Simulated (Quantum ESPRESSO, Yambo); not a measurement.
Si at -1 % biaxial strain: DFT and GW levels

```cif
data_Si4
_chemical_formula_sum 'Si4'
_space_group_name_H-M_alt 'P63/mmc'
_space_group_IT_number 194
_space_group_name_Hall '-P 6c 2c'
_cell_length_a 3.78762
_cell_length_b 3.78762
_cell_length_c 6.33785
_cell_angle_alpha 90.000
_cell_angle_beta 90.000
_cell_angle_gamma 120.000
loop_
_atom_site_label
_atom_site_type_symbol
_atom_site_symmetry_multiplicity
_atom_site_Wyckoff_symbol
_atom_site_fract_x
_atom_site_fract_y
_atom_site_fract_z
_atom_site_occupancy
Si1 Si 4 f 0.33333 0.66667 0.06380 1
```

The PBEsol cell relaxed from Materials Project entry mp-165 was given a biaxial strain of -1 % along x and y, z relaxed, and the atoms were relaxed again.

Starting point: PBEsol (pw.x of Quantum ESPRESSO, ONCV potentials, without SOC). G0W0 in Yambo: 6×6×2 Γ-centred k mesh, 176 bands and a 10 Ry block in the screening, 176 bands in G with the Bruneval-Gonze terminator, plasmon pole fitted at 27.2 eV.

```json
{
  "PBEsol gap along the band path": "0.29 eV",
  "PBEsol gap between the mesh's edge points (Γ → M)": "0.29 eV",
  "G0W0 gap between the same points": "0.99 eV",
  "PBEsol smallest direct gap on the mesh (at Γ)": "1.12 eV",
  "G0W0 direct gap at that point": "1.82 eV"
}
```

| k point | band | E PBEsol (eV) | E QP (eV) | shift (eV) | Z |
|---|---|---|---|---|---|
| Γ | VB | 0.00 | -0.71 | -0.71 | 0.77 |
| Γ | CB | 1.12 | 1.12 | 0.00 | 0.78 |
| A | VB | -0.92 | -1.63 | -0.70 | 0.77 |
| A | CB | 1.87 | 1.87 | 0.00 | 0.77 |
| M | VB | -1.50 | -2.22 | -0.72 | 0.76 |
| M | CB | 0.29 | 0.28 | -0.01 | 0.79 |

Energies count from the PBEsol valence-band maximum.

Convergence of the G0W0 settings was not tested.

This is not the ordinary phase of the substance; no match was found in the copy of COD used, and its stability was not checked.
